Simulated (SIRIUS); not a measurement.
A self-consistent single point of Ag (P2_1/m, 4 atoms in the cell; from Materials Project mp-8566, changed as shown) with SIRIUS.

Computed with PBEsol, PseudoDojo 0.4 standard norm-conserving PBEsol (tails mended) pseudopotentials (plane waves; SIRIUS).

The change in words: lattice vector b scaled by 0.99. Reference geometry (P6_3/mmc):
```xyz
4
Lattice="2.9111 0.0000 0.0000 -1.4556 2.5211 0.0000 0.0000 0.0000 9.4637" Properties=species:S:1:pos:R:3 pbc="T T T"
Ag     0.0000     0.0000     0.0000
Ag     0.0000     0.0000     4.7319
Ag     0.0000     1.6807     2.3659
Ag     1.4556     0.8404     7.0978
```

Reference input (self-consistent single point, DFT, PBEsol, plane waves, PseudoDojo 0.4 standard norm-conserving PBEsol (tails mended) pseudopotentials): parameters.ngridk = 8 8 2; parameters.xc_functionals = [XC_GGA_X_PBE_SOL, XC_GGA_C_PBE_SOL]; parameters.gk_cutoff = 9.055 1/bohr; parameters.pw_cutoff = 18.111 1/bohr; parameters.smearing = fermi_dirac; parameters.smearing_width = 0.00367493 Ha; potentials = PseudoDojo 0.4 standard norm-conserving PBEsol (tails mended) pseudopotentials; parameters.electronic_structure_method = pseudopotential; parameters.num_bands = 46; parameters.num_mag_dims = 0; parameters.num_dft_iter = 100; parameters.energy_tol = 1e-07 Ha. This run's input differs from it in these lines:

```diff
@@ -33,3 +33,3 @@
       [5.5012384132, 0.0, 0.0],
-      [-2.7506192066, 4.7642130992, 0.0],
+      [-2.7231123531, 4.7165712139, 0.0],
       [0.0, 0.0, 17.8838200229]
```

Output (repeated stretches shortened):

```
[find] density tolerance         : 1e-06
[find] total energy tolerance    : 1e-07
[find] iter_solver_tol (initial) : 0.01
[find] iter_solver_tol (target)  : 1e-13
[find] num_dft_iter              : 100
Charges and magnetic moments
--------------------------------------------------------------------------------
total charge          : 76.000000
[find] | SCF iteration   0 out of 100|
[diagonalize] iterative solver tolerance (occupied, empty): 0.01 0.01
[diagonalize] average number of iterations: 3.11765
[find] Charges and magnetic moments
[find] total charge          : 76.000000
[find] Energy
   [... lines left out ...]

[find] Charges and magnetic moments
[find] total charge          : 76.000000
[find] Energy
[find] smearing (-TS)                 :      -0.00204460
[find] Total energy                   :    -619.58880918 (Ha),   -1239.17761836 (Ry)
[find] Free energy (E-TS)             :    -619.59085378 (Ha),   -1239.18170756 (Ry)
[find] band gap (eV)                  :       0.00000000
[find] Efermi                         :       0.62216189
[find] iteration : 12, RMS (target) : 1.1432e-07 (1.0000e-06) , energy difference (target) : -1.2942e-09 (1.0000e-07)
[find] bands are converged : true
[find] iterative solver converged : true
[find] converged after 13 SCF iterations!
[find] Charges and magnetic moments
[find] total charge          : 76.000000
[find] Energy
[find] smearing (-TS)                 :      -0.00204460
[find] Total energy                   :    -619.58880918 (Ha),   -1239.17761836 (Ry)
[find] Free energy (E-TS)             :    -619.59085378 (Ha),   -1239.18170756 (Ry)
[find] band gap (eV)                  :       0.00000000
[find] Efermi                         :       0.62216189
[ground_state] === stress tensor components [kbar] ===
[ground_state] === stress_total ===
[ground_state]    28.384588    0.679684    0.000000
[ground_state]     0.679684   25.701282    0.000000
[ground_state]     0.000000    0.000000   43.267864
[ground_state] ==== total Forces in Ha/bohr =====
[ground_state] atom:    0, force:       0.0000000      0.0000000      0.0000000
[ground_state] atom:    1, force:       0.0000000      0.0000000      0.0000000
[ground_state] atom:    2, force:       0.0001322      0.0002225     -0.0000000
[ground_state] atom:    3, force:      -0.0001322     -0.0002225      0.0000000
```

The run converged in 13 iterations. SIRIUS prints the stress tensor with tension positive. Against the reference run the free energy goes down by 3.2 meV/atom, the pressure goes from -4.23 to -3.25 GPa and the largest force goes from 0.000 to 0.013 eV/Å.

The structure comes from a collection of computed structures, made at another level of theory; the collection holds predicted forms beside known ones. No clean gap shows at this smearing width and mesh (spacing up to 0.33 Å⁻¹); the mesh is coarse for partly filled bands, so the values carry mesh errors.

Cost on one core: very roughly 5 core-minutes.

“Tails mended”: in these copies of the files the far tail of each local potential was reset to the Coulomb form.
